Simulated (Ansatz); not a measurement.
# Ti2AlC: zone-centre modes under pressure

Ti2AlC, P6_3/mmc, a = 3.036 Å, c = 13.649 Å. The structure is a Materials Project entry; whether it is the stable form wasn't checked. Ansatz: PBEsol, PAW, 420 eV, Γ-centred 12×12×4 mesh on 8 atoms, Fermi-Dirac smearing 0.15 eV; no spin polarisation. Cell and atoms are relaxed at each pressure with the symmetry kept; optical modes at Γ by linear response, in cm⁻¹, matched by rank (the highest 3 distinct ones).

| P (GPa) | V (Å³/atom) | ω1 | ω2 | ω3 |
| --- | --- | --- | --- | --- |
| 0 | 13.620 | 605.8 | 610.6 | 659.0 |
| 5 | 13.188 | 622.9 | 627.6 | 677.8 |
| 15 | 12.493 | ? | ? | ? |

Get each mode's Grüneisen parameter γ = −d ln ω/d ln V from the other rows and predict the missing frequencies.

ln(V/V0) = 0.0000, -0.0322, -0.0864; a line through ln(ω/ω0) of the 2 known rows gives ω1: γ = 0.865, predicted 652.8, computed 652.8; ω2: γ = 0.853, predicted 657.3, computed 657.3; ω3: γ = 0.874, predicted 710.7, computed 709.8. The worst miss is 0.1 %, or 2 % of the shift under pressure, so a constant γ serves at that level. In a metal these frequencies hang on the mesh and smearing.